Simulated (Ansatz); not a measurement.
A geometry of ScOF away from equilibrium: step 2 of the relaxation of a generated trial cell of ScOF in the AFLOW prototype ABC_tP6_129_c_a_c (E0_1, as in PbClF). These are PBEsol (plane waves to 420 eV, PAW, scalar-relativistic; Ansatz, a first-principles code) values and carry that method's errors. Γ-centred k-mesh 7×7×4 on the run's cell (coarser than for final values), Fermi–Dirac smearing 0.05 eV. The plane waves were selected for a different cell earlier on the path.

```yaml
crystal:
  lattice:
    - [3.30618, 0.00000, 0.00000]
    - [0.00000, 3.30618, 0.00000]
    - [0.00000, 0.00000, 5.79788]
  atoms:
    - { symbol: Sc, position: [0.50000, 0.00000, 0.23916] }
    - { symbol: Sc, position: [0.00000, 0.50000, 0.76084] }
    - { symbol: O, position: [0.50000, 0.00000, 0.65881] }
    - { symbol: O, position: [0.00000, 0.50000, 0.34119] }
    - { symbol: F, position: [0.00000, 0.00000, 0.00000] }
    - { symbol: F, position: [0.50000, 0.50000, 0.00000] }
```

Question: What forces act on the atoms (eV/Å)?

Answer: 
| atom | Fx | Fy | Fz |
|---|---|---|---|
| Sc1 | 0.00 | 0.00 | 3.18 |
| Sc2 | 0.00 | 0.00 | -3.18 |
| O3 | 0.00 | 0.00 | -0.89 |
| O4 | 0.00 | 0.00 | 0.89 |
| F5 | 0.00 | 0.00 | 0.00 |
| F6 | 0.00 | 0.00 | 0.00 |

The path ends in P4/nmm (No. 129) (AFLOW prototype ABC_tP6_129_c_a_c (E0_1, as in PbClF)). No spin polarisation in the result.

The run could not lose the symmetry of its start.

The first start was generated by placing the elements on the sites of a structure type. Materials Project lists a structure of ScOF in the same space group, P4/nmm (No. 129); the sites were not compared with it, nor with measured phases.
